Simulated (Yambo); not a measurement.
RbBH₄ (space group F-43m, No. 216), G0W0@LDA in Yambo with this input:

```
rim_cut
gw0
dyson
el_el_corr
HF_and_locXC
ppa
em1d
RandQpts= 1000000
RandGvec= 1 Ry
EXXRLvcs= 76 Ry
VXCRLvcs= 304 Ry
Chimod= "HARTREE"
% BndsRnXp
 1 | 143 |
%
NGsBlkXp= 8 Ry
% LongDrXp
 1.0 | 1.0 | 1.0 |
%
PPAPntXp= 27.2114 eV
% GbndRnge
 1 | 143 |
%
GTermKind= "BG"
DysSolver= "n"
ExtendOut
```

On a 4×4×4 mesh, with wavefunctions cut at 76 Ry, the gap (Γ → X) is 8.912 eV and the valence edge shifts by -2.092 eV.

Task: What happens with this change: 5 Ry block?

Result: The gap falls by 0.101 eV, to 8.811 eV; the shift of the valence edge becomes -1.995 eV. Neither run is shown to be the converged limit.

Geometry of the Materials Project entry, not relaxed at this level; primitive cell a = b = c = 4.884 Å, α = β = γ = 60.00°.

The structure is a Materials Project entry; no match was found in the copy of COD used, and its stability was not checked.

A shift is the quasiparticle energy of the state minus its LDA energy.
